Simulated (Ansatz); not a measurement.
**Compressing NbCo2: a fit and a missing row**

NbCo2, Fd-3m, a = 6.645 Å. The structure is a COD entry; whether it is the stable form wasn't checked. Ansatz: PBEsol, PAW, 420 eV, Γ-centred 10×10×10 mesh on 6 atoms, Gaussian smearing 0.10 eV; no spin polarisation. Symmetry fixes shape and atoms, so the cell is only scaled; pressure is positive in compression.

```tsv
V (Å³/atom)	P (GPa)
11.494	?
11.861	8.48
12.227	0.01
12.594	-7.19
12.961	-13.30
```

Task: Take V0 = 12.227 Å³/atom, count pressures from its P0 = 0.01 GPa, fit the third-order Birch–Murnaghan form to the other rows, and predict the missing pressure.

Result: With the Eulerian strain f = ½[(V0/V)^(2/3) − 1] and y = (P − P0)/[3f(1 + 2f)^(5/2)], the form is the line y = B0 + 1.5 B0 (B0′ − 4) f. Rows (f, y): 0.01023, 262.4; -0.00976, 258.3; -0.01906, 256.5. Means f = -0.006197, y = 259.07; Σ(Δf)² = 0.0004480, ΣΔfΔy = 0.09050; the slope is their ratio. y = 260.3 + 202.0 f GPa, so B0 = 260.3 GPa and B0′ = 4 + 2 × (202.0)/(3 × 260.3) = 4.52. At V = 11.494, f = 0.02104, y = 264.55 and P = 18.52 GPa. The run gave 18.43 GPa, so the fit is 0.09 GPa too high, a small miss on the scale of the series. The form still works here, 33 % of the fitted range beyond its end.

Spin polarisation was left out, and a magnetic state may lie lower.

Cost: 5 runs of about 1.7 core-minutes in all, on Arm Neoverse V1 (shared hosts).